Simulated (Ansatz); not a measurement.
Theory: DFT PBE, scalar-relativistic, plane waves, PAW (Ansatz 0.2.0). All cells share a 420 eV cutoff and Γ-centred k meshes spaced at most about 0.3 Å⁻¹ (about 0.25 or finer for metals, 2π included). No spin polarisation in the final relaxations.

Temperature and zero-point effects are left out.

Two relaxed structures of Al₃Ag₅:

A.

```cif
data_structure
_symmetry_space_group_name_H-M 'P6/mmm'
_symmetry_Int_Tables_number 191
_cell_length_a 5.3454
_cell_length_b 5.3454
_cell_length_c 7.2437
_cell_angle_alpha 90.000
_cell_angle_beta 90.000
_cell_angle_gamma 120.000
_cell_volume 179.24
loop_
_atom_site_label
_atom_site_type_symbol
_atom_site_symmetry_multiplicity
_atom_site_Wyckoff_symbol
_atom_site_fract_x
_atom_site_fract_y
_atom_site_fract_z
_atom_site_occupancy
Al1 Al 3 f 0.50000 0.00000 0.00000 1
Ag1 Ag 4 h 0.33333 0.66667 0.31230 1
Ag2 Ag 1 a 0.00000 0.00000 0.00000 1
```

B.

```cif
data_structure
_symmetry_space_group_name_H-M 'Pm-3m'
_symmetry_Int_Tables_number 221
_cell_length_a 5.4372
_cell_length_b 5.4372
_cell_length_c 5.4372
_cell_angle_alpha 90.000
_cell_angle_beta 90.000
_cell_angle_gamma 90.000
_cell_volume 160.74
loop_
_atom_site_label
_atom_site_type_symbol
_atom_site_symmetry_multiplicity
_atom_site_Wyckoff_symbol
_atom_site_fract_x
_atom_site_fract_y
_atom_site_fract_z
_atom_site_occupancy
Al1 Al 3 c 0.00000 0.50000 0.50000 1
Ag1 Ag 3 d 0.50000 0.00000 0.00000 1
Ag2 Ag 1 b 0.50000 0.50000 0.50000 1
Ag3 Ag 1 a 0.00000 0.00000 0.00000 1
```

Question: Which form is favoured at zero pressure, and by what margin per atom?

Answer: A is lower, by 65 meV/atom. A has space group P6/mmm (No. 191), 22.4 Å³/atom and no gap on its mesh; B has space group Pm-3m (No. 221), 20.1 Å³/atom and no gap. Counting all near atoms (those within 1.25 times the shortest distance at each site; a plus sign parts nearer from farther groups; a slash parts the counts of unlike sites), A has Al 10, Ag 6/4+3 and B has Al 6, Ag 6. The lower one is the more open, so pressure narrows the difference. Even the lower one lies +0.22 eV/atom against the reference forms of the elements (uncorrected), so neither is stable at this level. In A, Al is surrounded by 4 Al at 2.67 Å and 6 Ag at 2.67–2.74 Å; Ag on a site of symmetry 3m is surrounded by 1 Ag at 2.72 Å, 3 Al at 2.74 Å and 3 Ag at 3.09 Å; around Ag on a site of symmetry 6/mmm lie 6 Al at 2.67 Å. In B, around Al lie 6 Ag at 2.72 Å; around Ag on a site of symmetry 4/mmm lie 2 Ag at 2.72 Å and 4 Al at 2.72 Å; around Ag on a site of symmetry m-3m lie 6 Al at 2.72 Å; 1 more site not described. Both come from invented guesses.

Cells relaxed within their symmetry can be saddle points.
